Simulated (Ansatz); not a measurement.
Relaxed-ion elastic tensor of B2Ir in space group P6/mmm (No. 191; Ir on 1a, B on 2d) in GPa (Voigt order), plane-wave PAW r²SCAN (Ansatz code); density 13.26 g/cm³, 8.93 Å³ per atom.

```
  409    301    228    0.0    0.0    0.0
  301    409    228    0.0    0.0    0.0
  228    228    381    0.0    0.0    0.0
  0.0    0.0    0.0  -58.6    0.0    0.0
  0.0    0.0    0.0    0.0  -58.6    0.0
  0.0    0.0    0.0    0.0    0.0   54.3
```

Is the crystal mechanically stable?

No: the smallest eigenvalue of C is -58.6 GPa.

The cell is a constructed one: a structure type filled with these elements; neither database checked (COD, Materials Project) lists it. Whether it is the stable phase at ambient conditions was not checked. The cell was relaxed with r²SCAN under the symmetry of its start. At this level the phase is mechanically unstable. No spin polarisation was allowed. As this level gives no gap, shear constants depend on the k-mesh and smearing (Fermi–Dirac, 0.1 eV here). Scalar-relativistic: spin–orbit coupling is off unless named, which matters more the heavier the elements.

Potentials: the earlier of the program's two PAW sets.
